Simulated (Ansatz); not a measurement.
ZnO in space group Pm-3n (No. 223; Zn on 6c, O on 6d), r²SCAN (plane waves, PAW; program Ansatz). The conduction-band minimum lies at Γ, with 1 equivalent valley. Second derivatives d²E/dk² of the lowest band at one valley (eV·Å²), along Cartesian directions:

```json
[
 {"direction": "[100]", "d²E/dk²": "30.58"},
 {"direction": "[010]", "d²E/dk²": "30.58"},
 {"direction": "[001]", "d²E/dk²": "30.58"},
 {"direction": "[110]", "d²E/dk²": "30.58"},
 {"direction": "[101]", "d²E/dk²": "30.58"},
 {"direction": "[011]", "d²E/dk²": "30.58"}
]
```

Problem. Find the principal effective masses, the density-of-states mass and the conductivity mass.

Solution. Off-diagonal terms follow from H_xy = H[110] − (H_xx + H_yy)/2, and m*/mₑ = 7.620 eV·Å² over each eigenvalue: 0.25, 0.25, 0.25. One valley's DOS mass (m₁m₂m₃)^(1/3) = 0.25, conductivity mass 3/(Σ 1/mᵢ) = 0.25 mₑ.

Problem. What effective density of states Nc follows at 300 K for parabolic valleys?

Solution. Nc = 2.509e19 × 1 × (0.25)^(3/2) ≈ 3.1e18 cm⁻³.

The start of the workflow was typed in or built on a structure type; neither database checked (COD, Materials Project) lists it. It is not the phase usual at ambient conditions (space group No. 186). Symmetry was held in the r²SCAN relaxation; its stability against distortions is not shown here.

Potentials: the later of the program's two PAW sets.

Edges and masses are those of Kohn–Sham bands, whose gap is no quasiparticle gap.
